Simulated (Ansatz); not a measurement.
CdS:
```xyz
8
Lattice="4.1208 0.0000 0.0000 -2.0604 3.5687 0.0000 0.0000 0.0000 13.4366" Properties=species:S:1:pos:R:3 pbc="T T T"
Cd     0.0000     0.0000     0.0056
Cd     0.0000     0.0000     6.7239
Cd     2.0604     1.1896    10.0806
Cd     0.0000     2.3791     3.3623
S      0.0000     0.0000    10.9184
S      0.0000     0.0000     4.2001
S      2.0604     1.1896     7.5566
S      0.0000     2.3791     0.8383
```

Relaxed with PBEsol. Independent-particle spectrum: no excitons, no local fields, no scissors shift; 0.1 eV broadening; ε₁ of the summed bands alone.

Task: Tabulate the dielectric function from PBEsol in the plane-wave PAW code Ansatz.

Result: 

| E (eV) | ε₁ xx | ε₂ xx | ε₁ zz | ε₂ zz |
|---|---|---|---|---|
| 0.0 | 6.57 | 0.00 | 6.60 | 0.00 |
| 0.5 | 6.70 | 0.00 | 6.72 | 0.00 |
| 1.0 | 7.47 | 0.12 | 7.44 | 0.07 |
| 1.5 | 7.21 | 1.37 | 7.31 | 1.39 |
| 2.0 | 6.98 | 1.58 | 7.03 | 1.67 |
| 2.5 | 7.11 | 1.78 | 7.07 | 1.88 |
| 3.0 | 7.60 | 2.21 | 7.41 | 2.19 |
| 3.5 | 8.72 | 3.67 | 8.20 | 2.87 |
| 4.0 | 6.54 | 5.52 | 8.53 | 6.47 |
| 4.5 | 5.89 | 6.13 | 6.71 | 6.32 |
| 5.0 | 5.22 | 5.00 | 4.23 | 7.06 |
| 5.5 | 7.83 | 7.79 | 3.38 | 6.23 |
| 6.0 | 2.49 | 7.40 | 3.75 | 6.70 |
| 6.5 | 3.26 | 8.12 | 2.96 | 6.64 |
| 7.0 | 1.22 | 8.44 | 1.61 | 7.62 |
| 7.5 | -1.66 | 7.15 | 0.48 | 7.86 |
| 8.0 | -2.58 | 5.58 | -3.15 | 5.51 |
| 8.5 | -2.76 | 3.69 | -3.09 | 3.72 |
| 9.0 | -2.19 | 2.66 | -2.55 | 2.34 |
| 9.5 | -1.60 | 2.03 | -1.28 | 1.59 |
| 10.0 | -1.09 | 1.66 | -0.84 | 1.79 |
| 10.5 | -0.60 | 1.72 | -0.59 | 1.85 |
| 11.0 | -0.66 | 1.79 | -1.00 | 1.92 |
| 11.5 | -0.75 | 1.56 | -0.82 | 1.29 |
| 12.0 | -0.67 | 1.14 | -0.53 | 1.11 |

Task: From ε at 2.0 eV (xx: 6.98 + 1.58i), find n, k, the normal reflectivity and the absorption coefficient.

Result: n = 2.66, k = 0.297, R = 21 %, α = 2kE/ħc = 60000 cm⁻¹.

With all bands, ε∞ without local fields is 6.74 (xx = yy), 6.77 (zz). DFPT, with local fields, gives 6.33 (xx = yy), 6.37 (zz).

Space group P6_3mc. The cell is a constructed one: a structure type filled with these elements. Its sites differ from those of the usual phase in this space group: another stacking or structure type. The cell was relaxed with PBEsol under the symmetry of its start; its stability against distortions is not shown here. Spin–orbit coupling is left out wherever it is not named.

Potentials: the later of the program's two PAW sets.
